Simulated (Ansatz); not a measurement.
Ni$_{5}$Ge$_{3}$ in space group C2/c (No. 15; Pearson symbol mS32), DFT-r²SCAN in the program Ansatz with PAW potentials, all energies at zero smearing, with the estimated change up to a 700 eV cutoff added, with one set of potentials and settings (totals compare only within such a set). Cell of 16 atoms (10 Ni, 6 Ge): -84274.684 eV.

```csv
element,reference phase,E (eV/atom)
Ni,"Fm-3m, 1 atoms in the cell, spin-polarised",-5845.2912
Ge,"Fd-3m, 2 atoms in the cell",-4302.9041
```

Formation energy per atom, worked out: (-84274.684 − 10×(-5845.2912) − 6×(-4302.9041))/16 = -0.272 eV/atom (-26 kJ per mol of atoms), at 0 K, without zero-point energy or fitted corrections.

The first step of the workflow began from a Materials Project structure, measured or hypothetical; the Crystallography Open Database copy checked does not list it. Whether it is the stable phase at ambient conditions was not checked. Symmetry was held in the r²SCAN relaxation; whether a distortion lowers the energy is not shown. The run is not spin-polarised. The references are the lowest solids computed at this level, not always the standard phases.

Potentials: the later of the program's two PAW sets.
